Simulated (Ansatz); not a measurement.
LiF (rock salt)

```yaml
crystal:
  lattice:
    - [0.00000, 2.03393, 2.03393]
    - [2.03393, 0.00000, 2.03393]
    - [2.03393, 2.03393, 0.00000]
  atoms:
    - { symbol: F, position: [0.00000, 0.00000, 0.00000] }
    - { symbol: Li, position: [0.50000, 0.50000, 0.50000] }
```

The slice is a {100} plane (indices of the conventional cell) through the point (0.000, 0.000, 0.000) (fractional), spanned by u = [100] and v = [0 1 -1] in vectors of this cell: u (2.88 Å) and v (2.88 Å, at 90° to u). It covers one period; positions are fractions (u, v).

These are PBE (plane waves to 420 eV, PAW, scalar-relativistic; Ansatz, a first-principles code) values and carry that method's errors. k mesh 14×14×14. Inside the PAW spheres the values are not all-electron values, and peaks at nuclei hang on which shells count as valence. LiF was relaxed with its symmetry unable to fall.

Question: What is the ELF at the density minimum of the shortest F–Li line in this plane (2.03 Å)?

Answer: 0.0.

Question: What is the valence density on the shortest F–Li line in this plane (2.03 Å), at its minimum between the atoms?

Answer: 0.13 e/Å³.

Question: Predict the map of the electrostatic potential energy of an electron, from the cell's mean on the slice.

Answer: 
```
|xxxxxxxxx97998989979xxxxxxxx|
|xxxxxxxxx87887778878xxxxxxxx|
|xxxxxxxxx67665556676xxxxxxxx|
|xxxxxxxx6454332334546xxxxxxx|
|xxxxxxxx4331000001334xxxxxxx|
|xxxxxxx3210xxxxxxx0123xxxxxx|
|xxxxxx321xxxxxxxxxxx123xxxxx|
|xxxx5421xxxxxxxxxxxxx1245xxx|
|8776531xxxxxxxxxxxxxxx135677|
|9887520xxxxxxxxxxxxxxx025788|
|998642xxxxxxxxxxxxxxxxx24689|
|988631xxxxxxxxxxxxxxxxx13688|
|987520xxxxxxxxxxxxxxxxx02578|
|987520xxxxxxxxxxxxxxxxx02578|
|987520xxxxxxxxxxxxxxxxx02578|
|988631xxxxxxxxxxxxxxxxx13688|
|998642xxxxxxxxxxxxxxxxx24689|
|9887520xxxxxxxxxxxxxxx025788|
|8776531xxxxxxxxxxxxxxx135677|
|xxxx5421xxxxxxxxxxxxx1245xxx|
|xxxxxx321xxxxxxxxxxx123xxxxx|
|xxxxxxx3210xxxxxxx0123xxxxxx|
|xxxxxxxx4331000001334xxxxxxx|
|xxxxxxxx6454332334546xxxxxxx|
|xxxxxxxxx67665556676xxxxxxxx|
|xxxxxxxxx87887778878xxxxxxxx|
|xxxxxxxxx97998989979xxxxxxxx|
|xxxxxxxxx97998989979xxxxxxxx|
```
Scale: ten equal steps from 2.49 (start of '0') to 5.84 (end of '9'), in the order '0123456789'. Values: electrostatic potential energy of an electron, from the cell's mean, in eV. The map has 28 points along u (one character each, u = 0 at the left) and 28 along v (v = 0 in the bottom row). Points within 0.9 Å of a nucleus are blanked (x), as the pseudised field means little there. The zero, the cell's mean, hangs on the PAW cores.
